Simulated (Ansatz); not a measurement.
ZnSnO3:
Space group R-3, hexagonal axes (No. 148); a = b = 5.3078 Å, c = 14.0244 Å, α = β = 90.00°, γ = 120.00°

```csv
atom,site,symmetry,x,y,z
Zn,6c,3.,0.0000,0.0000,0.3650
Sn,6c,3.,0.0000,0.0000,0.1492
O,18f,1,0.3618,0.0349,0.0845
```
(The calculation used a cell of 10 atoms; values per cell refer to that cell.)

This is the PBEsol-relaxed structure.

Problem. All from PBEsol (plane waves, PAW; program Ansatz), unless another level is named. Give the Poisson's ratio.

Solution. 0.37.

Problem. Next, the highest zone-centre frequency (without LO–TO term)?

Solution. 606 cm⁻¹.

The workflow started from a Materials Project entry (that database holds measured and hypothetical structures alike); the Crystallography Open Database copy checked does not list it. Its standing as an ambient phase is unchecked. Symmetry was held in the PBEsol relaxation; whether a distortion lowers the energy is not shown. Spin–orbit coupling is left out wherever it is not named.

Potentials: the later of the program's two PAW sets.
